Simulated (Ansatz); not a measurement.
TiB$_{2}$ (fluorite, space group No. 225), plane-wave PAW PBE (Ansatz code), all energies at zero smearing, with the estimated change up to a 700 eV cutoff added, with one set of potentials and settings (totals compare only within such a set). Cell of 3 atoms (1 Ti, 2 B): -2809.535 eV.

```tsv
element	reference phase	E (eV/atom)
Ti	P6/mmm, 3 atoms in the cell	-2499.6739
B	R-3m, 12 atoms in the cell	-155.9161
```

Formation energy per atom, worked out: (-2809.535 − 1×(-2499.6739) − 2×(-155.9161))/3 = 0.657 eV/atom (63 kJ per mol of atoms), at 0 K, without zero-point energy or fitted corrections.

Space group Fm-3m (fluorite). A made-up cell: these elements were put on the sites of a structure type; neither database checked (COD, Materials Project) lists it. It is not the phase usual at ambient conditions (space group No. 191). The PBE relaxation kept the symmetry of its start. At this level the phase is dynamically unstable (imaginary phonons). No spin polarisation was allowed. The references are the lowest solids computed at this level, not always the standard phases.

Potentials: the later of the program's two PAW sets.
